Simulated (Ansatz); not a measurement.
AlN (zinc blende)

```
CELL_PARAMETERS angstrom
      0.00000     2.20161     2.20161
      2.20161     0.00000     2.20161
      2.20161     2.20161     0.00000
ATOMIC_POSITIONS crystal
  N  0.75000 0.75000 0.75000
  Al 0.00000 0.00000 0.00000
```

Two coordinates are scanned: the volume, and the ratio of the stretch along z (the conventional c axis) to the stretch across it. Atoms keep their fractional coordinates.

Method: PBE (plane waves to 420 eV, PAW, scalar-relativistic; Ansatz, a program for electronic structure). k mesh 13×13×13 (Γ-centred), Fermi-Dirac smearing 0.05 eV. E stands for the smeared free energy. Stress and pressure are positive under compression. AlN was relaxed with its symmetry unable to fall. ΔE is measured from the relaxed starting cell.

ΔE (meV/atom), with V/V₀ across and (c/a)/(c/a)₀ down:

```tsv
(c/a)/(c/a)₀ \ V/V₀	0.960	0.980	1.000	1.020	1.040
0.920	26.5	19.1	17.2	20.4	28.2
0.960	15.1	7.0	4.5	7.2	14.5
1.000	11.0	2.7	0.0	2.5	9.6
1.040	15.6	7.4	4.9	7.5	14.8
1.080	30.2	22.5	20.4	23.4	31.1
```

P (GPa), with V/V₀ across and (c/a)/(c/a)₀ down:

```
(c/a)/(c/a)₀ \ V/V₀  0.960  0.980  1.000  1.020  1.040
-------------------  -----  -----  -----  -----  -----
0.920                  7.9    3.4   -0.6   -4.2   -7.5
0.960                  8.4    3.9   -0.1   -3.8   -7.1
1.000                  8.5    4.0    0.0   -3.7   -7.0
1.040                  8.4    3.9   -0.1   -3.8   -7.1
1.080                  8.0    3.6   -0.4   -4.1   -7.4
```

Derived quantities:

The shear modulus C′ = (C11 − C12)/2 (fit, atoms clamped) is 66 GPa. Lowest place on the grid: V/V₀ = 1.000, (c/a)/(c/a)₀ = 1.000 (0.0 meV/atom). Highest place on the grid: V/V₀ = 1.040, (c/a)/(c/a)₀ = 1.080 (31.1 meV/atom).

(A scan under strain: stresses follow from slopes of the energy per volume, elastic moduli from its curvatures.)
